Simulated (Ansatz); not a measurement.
Relaxed candidate structures of BeBr₂:

A. P-3m1 (No. 164), hP6; a = b = 3.420 Å, c = 12.301 Å, α = β = 90.00°, γ = 120.00°; Br 2d (0.333, 0.667, 0.130); Be 2d (0.667, 0.333, 0.240); Br 2c (0.000, 0.000, 0.351)

B. P-3m1 (No. 164), hP3, CdI2 type; a = b = 3.4217 Å, c = 5.8871 Å, α = β = 90.00°, γ = 120.00°; Br 2d (0.667, 0.333, 0.270); Be 1b (0.000, 0.000, 0.500)

C. P6₃/mmc (No. 194), hP6; a = 3.419 Å, b = 3.419 Å, c = 12.791 Å, α = 90.00°, β = 90.00°, γ = 120.00°; Br 4f (0.667, 0.333, 0.106); Be 2a (0.000, 0.000, 0.000)

Order them by energy per atom (lowest first) at the level PBEsol-D3(BJ) (plane waves to 420 eV, PAW, scalar-relativistic; Ansatz, a first-principles code).

B (reference), A (+11 meV/atom), C (+20 meV/atom)

Give each candidate's band gap.

No candidate is metallic. A: 3.88 eV (no spin-orbit coupling); B: 4.16 eV (no spin-orbit coupling); C: 3.94 eV (no spin-orbit coupling).

Each run could gain symmetry but not lose that of its start, so entries can be saddle points. All of these are generated cells (placed on structure types, drawn at random, substituted or restacked) that were not matched to a known phase here. The real structure of this composition may not be among these. Static energies at zero pressure. Each cell has its own k-point mesh; energy differences are given only to the digits this allows. No spin polarisation in the result.
